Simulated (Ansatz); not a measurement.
## Ta (Fm-3m), work and stress of cleavage

Method: DFT r2SCAN, scalar-relativistic, plane waves, PAW (Ansatz 0.2.0). Settings: plane waves to 500 eV, k-mesh 20×20×7 (Γ-centred), Gaussian smearing 0.15 eV. Spin–orbit coupling is left out, which can shift energies with elements as heavy as these. No spin polarisation. Energies are free energies at this smearing, counted from the undisturbed cell; pressure is positive in compression.

Reference structure (relaxed at this level; this fcc form isn't the usual structure):

```xyz
4
Lattice="-2.1039 -2.1039 0.0000 2.1039 -2.1039 0.0000 0.0000 0.0000 8.4157" Properties=species:S:1:pos:R:3 pbc="T T T"
Ta    0.0000    0.0000    7.3637
Ta    0.0000   -2.1039    1.0520
Ta    0.0000    0.0000    3.1559
Ta    0.0000   -2.1039    5.2598
```

The cut lies on the cell's a–b face, a (0 0 1) plane (indices in the standard cell, whose axes needn't be the Cartesian ones shown) of area 8.85 Å², between layers 2.10 Å apart. Vector c is lengthened by d along the normal with the atoms' Cartesian places fixed: one unrelaxed cut a cell. The traction is positive where the two halves pull on each other.

| d (Å) | energy (J/m²) | traction (GPa) |
| --- | --- | --- |
| -0.30 | 0.42 | -30.1 |
| 0.00 | 0.00 | 0.0 |
| 0.25 | 0.19 | 14.2 |
| 0.50 | 0.68 | 24.9 |
| 1.00 | 2.13 | 29.2 |
| 1.50 | 3.42 | 21.6 |
| 2.00 | 4.28 | 13.2 |
| 3.00 | 5.04 | 3.6 |
| 4.50 | 5.26 | 0.4 |
| 6.00 | 5.29 | 0.0 |

Problem. What are the work of separation and the cleavage stress, and do they fit the universal binding curve?

Solution. The energy levels off near W ≈ 5.29 J/m² (the traction is down to 0.0 GPa), the energy of the two unrelaxed faces, 2.64 J/m² each on average. The largest sampled traction is 29.2 GPa at d = 1.00 Å, and a parabola through it and its two neighbours peaks at σ_max ≈ 29.3 GPa, d ≈ 0.93 Å. The curve E = W[1 − (1 + d/ℓ)exp(−d/ℓ)] peaks in traction at d = ℓ with σ_max = W/(eℓ); with 1 J/m² per Å = 10 GPa this W and σ_max give ℓ = 0.66 Å. A parabola through that curve at the same three d peaks at 0.62 Å, against 0.93 Å here, so the traction peaks further out than on that curve. Real crystals break at far lower stress, because cracks concentrate it, and on the plane of lowest W, which needn't be this one.

The cut is rigid; relaxing the faces lowers these energies and usually the stresses.

In a metal these slopes depend on the k mesh and the smearing.

Cost: 10 runs of about 26 core-minutes in all, on Intel Xeon Processor @ 2.50GHz (Skylake/Cascade Lake) (shared hosts).